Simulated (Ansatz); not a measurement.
Mn3SiN in space group R-3m (No. 166; Si on 3a, N on 3b, Mn on 9e), r²SCAN (plane waves, PAW; program Ansatz), all energies at zero smearing, with the estimated change up to a 700 eV cutoff added, with one set of potentials and settings (totals compare only within such a set). Cell of 10 atoms (2 Si, 2 N, 6 Mn): -25475.181 eV.

```tsv
element	reference phase	E (eV/atom)
Si	Fd-3m, 2 atoms in the cell	-639.0665
N	Pa-3, 8 atoms in the cell	-384.8341
Mn	Cmcm, 4 atoms in the cell, spin-polarised	-3903.9821
```

Formation energy per atom, worked out: (-25475.181 − 2×(-639.0665) − 2×(-384.8341) − 6×(-3903.9821))/10 = -0.349 eV/atom (-34 kJ per mol of atoms), at 0 K, without zero-point energy or fitted corrections.

The start of the workflow was typed in or built on a structure type; neither database checked (COD, Materials Project) lists it. Whether it is the stable phase at ambient conditions was not checked. The cell was relaxed with r²SCAN under the symmetry of its start, as lowered by the spin order; its stability against distortions is not shown here. The final state is antiferromagnetic, chosen from 4 collinear starts compared on coarse meshes (ties went to the first, and starts can fall back to one state), not a proven ground state. Other orbital occupations within this spin state were not tried. No Hubbard U is applied. The references are the lowest solids computed at this level, not always the standard phases (solids in place of the gases).

Potentials: the earlier of the program's two PAW sets.
